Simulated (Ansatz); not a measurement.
**Ag: strain energy, fitted**

Ag, P6_3/mmc, a = 2.867 Å, c = 9.365 Å. This isn't the element's structure at ambient conditions. Ansatz: PBEsol, PAW, 420 eV, Γ-centred 24×24×6 mesh on 4 atoms, Gaussian smearing 0.10 eV; no spin polarisation. Series: shear of c along a, cell held, atoms relaxed; x is the strain in per cent (engineering shear). y is the free energy over the unstrained cell, V0 = 16.672 Å³/atom. Symmetry makes y even in x.

```
x (%) y (meV/atom)
  0.0          0.00
  1.0          0.17
  2.0          0.66
  3.0          1.47
  4.0          2.56
  6.0             ?
```

Problem. Fit y = c2 x² + c4 x⁴ to the other rows, turn c2 into a modulus, and predict the missing energy.

Solution. Least squares on the rows shown. y = 0.1674 x² − 0.0004605 x⁴. In eV per unit strain² c2 is 1.674; this is the shear stiffness (E = ½ C V0 γ²): 2 × 1.674 × 160.2 / (16.672) = 32 GPa. At x = 6.0 the fit asked for gives 5.43 meV/atom. The run gave 5.54 meV/atom, so the fit is 0.11 meV/atom too low, a small miss on the scale of the series. The form still works here, 50 % of the fitted range beyond its end.